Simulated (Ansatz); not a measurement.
Data:

BeS:
```cif
data_BeS
_chemical_formula_sum 'Be1 S1'
_space_group_name_H-M_alt 'P 1'
_space_group_IT_number 1
_cell_length_a 3.42098
_cell_length_b 3.42098
_cell_length_c 3.42098
_cell_angle_alpha 60.000
_cell_angle_beta 60.000
_cell_angle_gamma 60.000
loop_
_space_group_symop_operation_xyz
  'x, y, z'
loop_
_atom_site_label
_atom_site_type_symbol
_atom_site_fract_x
_atom_site_fract_y
_atom_site_fract_z
_atom_site_occupancy
Be1 Be 0.50000 0.50000 0.50000 1
S1 S 0.25000 0.25000 0.25000 1
```

This is the PBEsol-relaxed structure.

Problem. All from PBEsol (plane waves, PAW; program Ansatz), unless another level is named. Give the hole effective mass, band 2 of 3 at the edge.

Solution. 0.55 along [100], 0.55 along [110], 1.3 along [111] (mₑ).

Problem. Predict the formation energy from the elements (no fitted shifts).

Solution. -1.10 eV/atom.

Problem. What about the band gap?

Solution. 2.91 eV (indirect).

Problem. Next, the valence-band maximum?

Solution. at Γ.

Problem. Predict the weight of the conduction-edge state by species (Voronoi cells).

Solution. Be 61 %, S 39 %.

Space group F-43m (zinc blende). Symmetry was held in the PBEsol relaxation. The volume moved by 26 % from the start of the relaxation. The references are the lowest solids computed at this level, not always the standard phases.

Potentials: the later of the program's two PAW sets.
